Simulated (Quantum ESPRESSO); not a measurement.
## Band energies of BeO at +1 % isotropic strain

```
BeO
1.0
    2.71780     0.00000     0.00000
   -1.35890     2.35369     0.00000
    0.00000     0.00000     4.41290
Be O
2 2
Direct
  0.33333   0.66667   0.99986
  0.66667   0.33333   0.49986
  0.33333   0.66667   0.37764
  0.66667   0.33333   0.87764
```

norm-conserving PBEsol (Quantum ESPRESSO, 88 Ry, scalar-relativistic); path ΓMKΓALHA,LM,KH; energies in eV from the valence-band maximum.

```
k (1/Å)  point  band 6  band 7  band 8  band 9  band 10  band 11  band 12  band 13
-------  -----  ------  ------  ------  ------  -------  -------  -------  -------
0.00         Γ   -0.99   -0.99   -0.04   -0.04     0.00     7.28    11.30    14.08
0.44             -2.21   -1.48   -1.27   -0.25    -0.24     8.23    12.14    13.17
1.00             -3.95   -3.51   -2.41   -1.31    -0.78     9.45    10.58    12.67
1.33         M   -4.02   -3.34   -2.60   -1.94    -0.91     9.53     9.95    13.05
1.55             -3.95   -3.38   -2.72   -1.99    -1.19     9.52    10.41    12.95
2.11         K   -3.61   -3.61   -2.84   -2.37    -2.37     8.90    12.49    14.13
2.62             -4.49   -3.45   -2.41   -1.65    -1.30    10.11    10.71    13.57
3.13             -2.29   -2.20   -1.14   -0.45    -0.33     8.51    12.29    13.02
3.65         Γ   -0.99   -0.99   -0.04   -0.04     0.00     7.28    11.30    14.08
4.24             -2.57   -0.65   -0.65   -0.40    -0.40     9.03    10.01    14.28
4.36         A   -3.35   -0.53   -0.53   -0.53    -0.53     9.53     9.53    14.29
4.77             -3.42   -1.29   -1.29   -0.85    -0.85     9.74     9.74    13.65
5.18             -4.38   -1.84   -1.84   -1.45    -1.45     9.34     9.34    13.96
5.69         L   -5.44   -1.83   -1.83   -1.69    -1.69     8.78     8.78    14.29
6.24             -4.87   -3.63   -3.63   -1.28    -1.28    10.52    10.52    12.66
6.46         H   -4.37   -4.34   -4.34   -1.25    -1.25    11.34    11.34    11.81
6.74             -4.77   -3.56   -3.56   -1.30    -1.30    10.54    10.54    12.70
7.19             -4.17   -2.20   -2.20   -1.42    -1.42     9.87     9.87    13.48
7.64             -3.39   -1.15   -1.15   -0.80    -0.80     9.74     9.74    13.66
8.01         A   -3.35   -0.53   -0.53   -0.53    -0.53     9.53     9.53    14.29
8.01         L   -5.44   -1.83   -1.83   -1.69    -1.69     8.78     8.78    14.29
8.51             -4.28   -3.11   -2.53   -1.74    -1.01     9.20     9.84    13.58
8.72         M   -4.02   -3.34   -2.60   -1.94    -0.91     9.53     9.95    13.05
8.72         K   -3.61   -3.61   -2.84   -2.37    -2.37     8.90    12.49    14.13
8.92             -3.81   -3.81   -3.02   -2.10    -2.10     9.20    12.43    13.50
9.43         H   -4.37   -4.34   -4.34   -1.25    -1.25    11.34    11.34    11.81
```

The PBEsol gap is direct, 7.28 eV at Γ.

Geometry strained from the cell relaxed with PBEsol, atoms relaxed again.
